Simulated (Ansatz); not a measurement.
MoS2:
```
MoS2
1.0
    5.87423     0.00000     0.00000
    0.00000     5.87423     0.00000
    0.00000     0.00000     3.23137
Mo S
2 4
Direct
  0.00000   0.00000   0.00000
  0.50000   0.50000   0.50000
  0.28687   0.28687   0.00000
  0.78687   0.21313   0.50000
  0.21313   0.78687   0.50000
  0.71313   0.71313   0.00000
```

Relaxed with PBE. Special points in fractions of this cell's reciprocal vectors: Γ (0.000, 0.000, 0.000); X (0.000, 0.500, 0.000); M (0.500, 0.500, 0.000); Z (0.000, 0.000, 0.500); R (0.000, 0.500, 0.500); A (0.500, 0.500, 0.500).

Problem. List the band energies nearest the Fermi level at these points for PBE in the plane-wave PAW code Ansatz.

Solution. In eV from the Fermi level; about four levels below and three above (degenerate sets whole), none deeper than 8.9 eV; points with the same levels are listed once.

```
k                                below                above
-  -----------------------------------  -------------------
Γ        -0.81 -0.81 -0.30 -0.30 -0.07       0.41 1.73 2.11
X  -1.62 -1.62 -1.62 -1.62 -0.75 -0.75  0.95 0.95 1.05 1.05
M              -0.81 -0.81 -0.27 -0.27  1.95 1.95 3.14 3.14
Z              -3.22 -3.22 -2.52 -2.52  0.52 0.52 1.13 1.13
R              -1.58 -1.58 -1.38 -1.38  1.42 1.42 1.56 1.56
A              -2.37 -2.37 -1.49 -1.49  0.11 0.11 0.16 0.16
```

Space group P4_2/mnm (rutile). A made-up cell: these elements were put on the sites of a structure type; neither database checked (COD, Materials Project) lists it. It is not the phase usual at ambient conditions (space group No. 160, 194). The PBE relaxation kept the symmetry of its start; its stability against distortions is not shown here. The run is not spin-polarised. Scalar-relativistic: spin–orbit coupling is off unless named, which matters more the heavier the elements.

Potentials: the later of the program's two PAW sets.
